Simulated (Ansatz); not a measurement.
BaZrO₃ (cubic perovskite)

```xyz
10
Lattice="8.4544 0.0000 0.0000 0.0000 4.2272 0.0000 0.0000 0.0000 4.2272" Properties=species:S:1:pos:R:3 pbc="T T T"
Ba     0.0000     0.0000     0.0000
Ba     4.2272     0.0000     0.0000
Zr     2.1136     2.1136     2.1136
Zr     6.3408     2.1136     2.1136
O      0.0000     2.1136     2.1136
O      4.2272     2.1136     2.1136
O      2.1136     2.1136     0.0000
O      6.3408     2.1136     0.0000
O      2.1136     0.0000     2.1136
O      6.3408     0.0000     2.1136
```

A phonon eigenvector at X = (0.5, 0.0, 0.0) is frozen into this cell: atom i moves by Q times the vector below, so Q is the largest atomic displacement, in Å. The cell is held. It is one choice among 2 degenerate patterns. (q is in reciprocal vectors of the primitive cell; the cell shown is doubled to hold the pattern.)

```
atom      x      y       z
----  -----  -----  ------
Zr3   0.000  0.000   0.264
Zr4   0.000  0.000  -0.264
O7    0.000  0.000  -0.295
O8    0.000  0.000   0.295
O9    0.000  0.000  -1.000
O10   0.000  0.000   1.000
```

Atoms not listed stay in place.

Calculation: PBE (plane waves to 420 eV, PAW, scalar-relativistic; Ansatz, a quantum-chemistry and plane-wave program). k mesh 4×8×8 (Γ-centred), Fermi-Dirac smearing 0.05 eV. E stands for the smeared free energy. Compression counts positive. BaZrO3 is run without spin polarisation. BaZrO3 was relaxed with its symmetry unable to fall. ΔE is measured from the undisplaced structure.

| Q (Å) | ΔE (meV/cell) | P (GPa) | −dE/dQ from forces (eV/Å) |
|---|---|---|---|
| -0.180 | 116.4 | 0.33 | 1.449 |
| -0.150 | (withheld) | 0.22 | 1.132 |
| -0.120 | 48.1 | 0.13 | 0.853 |
| -0.090 | 26.3 | 0.07 | 0.607 |
| -0.060 | (withheld) | 0.03 | 0.388 |
| -0.030 | 2.8 | 0.01 | 0.189 |
| 0.000 | 0.0 | 0.00 | 0.000 |
| 0.030 | 2.8 | 0.01 | -0.189 |
| 0.060 | (withheld) | 0.03 | -0.388 |
| 0.090 | 26.3 | 0.07 | -0.607 |
| 0.120 | 48.1 | 0.13 | -0.853 |
| 0.150 | (withheld) | 0.22 | -1.132 |
| 0.180 | 116.4 | 0.33 | -1.449 |

Question: Fill in the missing entries.

Answer: 
- -0.150, ΔE (meV/cell): 77.8
- -0.060, ΔE (meV/cell): 11.4
- 0.060, ΔE (meV/cell): 11.4
- 0.150, ΔE (meV/cell): 77.8

(For displaced atoms, the force is minus the slope of the energy, and its curvature is a force constant, which sets phonon frequencies.)
